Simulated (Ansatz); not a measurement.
WS$_{2}$ in space group P6_3/mmc (No. 194; W on 2c, S on 4f) at seven volumes, the program Ansatz at the r²SCAN+D4 level (PAW), shape and atoms relaxed at each. One row is withheld.

| V (Å³/atom) | P (GPa) |
|---|---|
| 16.585 | ? |
| 17.131 | 3.44 |
| 17.678 | 1.43 |
| 18.225 | 0.00 |
| 18.772 | -0.89 |
| 19.318 | -1.38 |
| 19.865 | -1.54 |

Fit the shown pressures and predict the withheld one.

P = (3/2)B₀(x^(7/2) − x^(5/2))[1 + (3/4)(B′ − 4)(x − 1)] with x = (V₀/V)^(2/3). Least squares on the six rows gives V₀ = 18.228 Å³/atom, B₀ = 37.2 GPa, B′ = 14.14. At V = 16.585, x = 1.0650 and P = 6.34 GPa. The run itself gave 6.24 GPa.

Symmetry was held in the r²SCAN+D4 relaxation; of distortions, only those at the zone centre were tested. The run is not spin-polarised. Spin–orbit coupling is left out wherever it is not named.

Potentials: the later of the program's two PAW sets.
